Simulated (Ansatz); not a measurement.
YAl$_{3}$:
```
YAl3
1.0
    6.31654     0.00000     0.00000
   -3.15827     5.47029     0.00000
    0.00000     0.00000     4.54198
Y Al
2 6
Direct
  0.33333   0.66667   0.75000
  0.66667   0.33333   0.25000
  0.14499   0.28998   0.25000
  0.85501   0.71002   0.75000
  0.85501   0.14499   0.75000
  0.14499   0.85501   0.25000
  0.71002   0.85501   0.25000
  0.28998   0.14499   0.75000
```

Relaxed with r²SCAN.

Problem. Which orbitals make up the states near the Fermi level in DFT-r²SCAN in the program Ansatz with PAW potentials?

Solution. Within 0.5 eV of the Fermi level: Al 3p 49 %, Y 4d 39 %, Al 3s 8 %. Projections are on Löwdin-orthogonalised atomic valence shells; empty p or d shells of many metals are not among them.

Problem. Tabulate the density of states.

Solution. States/eV per cell of 8 atoms, in 0.25 eV bins, energy from the Fermi level.

```csv
E (eV),total,Al 3p,Y 4d,Al 3s
-7.85,0.53,0.30,0.03,0.18
-7.60,0.85,0.44,0.04,0.28
-7.35,1.69,0.81,0.07,0.57
-7.10,1.62,0.79,0.09,0.55
-6.85,2.08,1.04,0.13,0.70
-6.60,1.25,0.58,0.08,0.45
-6.35,2.12,1.02,0.13,0.79
-6.10,3.30,1.52,0.28,1.30
-5.85,2.13,0.94,0.23,0.84
-5.60,2.36,1.11,0.27,0.86
-5.35,1.82,0.85,0.24,0.65
-5.10,1.68,0.78,0.24,0.60
-4.85,2.02,0.97,0.32,0.63
-4.60,2.52,1.22,0.44,0.74
-4.35,2.82,1.31,0.58,0.79
-4.10,2.75,1.30,0.59,0.72
-3.85,2.12,1.10,0.43,0.50
-3.60,2.10,1.23,0.38,0.38
-3.35,3.00,1.87,0.51,0.45
-3.10,3.50,2.13,0.65,0.52
-2.85,2.62,1.58,0.55,0.37
-2.60,3.63,2.38,0.72,0.37
-2.35,4.62,3.09,0.99,0.37
-2.10,3.97,2.51,0.97,0.36
-1.85,4.17,2.47,1.26,0.32
-1.60,4.60,2.52,1.67,0.29
-1.35,5.02,2.65,1.74,0.49
-1.10,4.21,2.31,1.42,0.35
-0.85,4.36,2.40,1.53,0.29
-0.60,3.48,1.82,1.20,0.33
-0.35,2.99,1.50,1.09,0.29
-0.10,2.36,1.15,0.95,0.17
0.15,2.55,1.22,1.05,0.17
0.40,1.14,0.53,0.45,0.10
0.65,1.03,0.46,0.38,0.13
0.90,2.22,0.88,0.90,0.25
1.15,3.37,1.31,1.32,0.42
1.40,4.54,1.69,1.68,0.71
1.65,4.74,1.62,1.72,0.81
1.90,5.97,2.04,2.18,0.92
2.15,4.91,1.40,1.99,0.57
2.40,4.50,1.26,1.79,0.66
2.65,5.69,1.36,2.71,0.74
2.90,5.99,1.36,3.04,0.73
3.15,6.17,1.59,2.86,0.79
3.40,5.37,1.66,2.20,0.76
3.65,7.29,2.26,3.18,0.95
3.90,6.41,1.92,2.76,0.93
4.15,5.16,1.58,2.04,0.88
4.40,5.81,1.88,2.04,1.08
4.65,6.14,1.78,2.35,1.20
```

Space group P6_3/mmc. The first step of the workflow began from a Materials Project structure, measured or hypothetical; the Crystallography Open Database copy checked does not list it. Whether it is the stable phase at ambient conditions was not checked. Symmetry was held in the r²SCAN relaxation; its stability against distortions is not shown here. The run is not spin-polarised. Scalar-relativistic: spin–orbit coupling is off unless named, which matters more the heavier the elements.

Potentials: the later of the program's two PAW sets.
